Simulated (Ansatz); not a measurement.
CoAs$_{3}$ (space group Im-3)

```
CoAs3
1.0
   -4.07530     4.07530     4.07530
    4.07530    -4.07530     4.07530
    4.07530     4.07530    -4.07530
Co As
4 12
Direct
  0.50000   0.00000   0.00000
  0.00000   0.50000   0.00000
  0.50000   0.50000   0.50000
  0.00000   0.00000   0.50000
  0.49320   0.34089   0.15231
  0.50680   0.65911   0.84769
  0.18858   0.34089   0.84769
  0.81142   0.65911   0.15231
  0.15231   0.49320   0.34089
  0.84769   0.50680   0.65911
  0.84769   0.18858   0.34089
  0.15231   0.81142   0.65911
  0.34089   0.15231   0.49320
  0.65911   0.84769   0.50680
  0.34089   0.84769   0.18858
  0.65911   0.15231   0.81142
```

Equation-of-state scan: isotropic scaling of the cell above, V₀ being its volume. The atoms relax within the cell's symmetry.

Level of theory: PBEsol (plane waves to 420 eV, PAW, scalar-relativistic; Ansatz, a quantum-chemistry and plane-wave program). k mesh 7×7×7 (Γ-centred), Fermi-Dirac smearing 0.05 eV. The energy includes the smearing's −TS. Stress and pressure are positive under compression. At this level the bands of CoAs3 touch or barely overlap; measurements give the solid a gap. CoAs3 is run without spin polarisation. CoAs3 was relaxed with its symmetry unable to fall. ΔE is measured from the relaxed starting cell. The last digit holds for this mesh only.

| V (Å³/atom) | ΔE (meV/atom) |
|---|---|
| 15.905 | 27.7 |
| 16.159 | 15.1 |
| 16.413 | 6.5 |
| 16.667 | 1.6 |
| 16.921 | 0.0 |
| 17.175 | 1.5 |
| 17.428 | 5.8 |
| 17.682 | withheld |
| 17.936 | 22.1 |

### Question
Fit a third-order Birch-Murnaghan form (E₀, V₀, B₀, B₀′ free) to the given rows and predict ΔE at V = 17.682.

### Answer
Least squares on the 8 given rows: ΔE = E₀ + (9V₀B₀/16)·y²·[2 + (B₀′ − 4)y], y = (V₀/V)^(2/3) − 1, with V₀ = 16.921 Å³/atom, B₀ = 129.6 GPa (160.2 GPa = 1 eV/Å³; the term in eV is multiplied by 1000), B₀′ = 4.62, E₀ = -0.01 meV/atom; root-mean-square residual 0.02 meV/atom. At 17.682 the fit gives 12.7 meV/atom; the calculation gives 12.7 meV/atom, the same to the digits shown. For the pressure the fit gives -5.2 GPa against the computed -5.1 GPa.

(A scan under strain: stresses follow from slopes of the energy per volume, elastic moduli from its curvatures.)
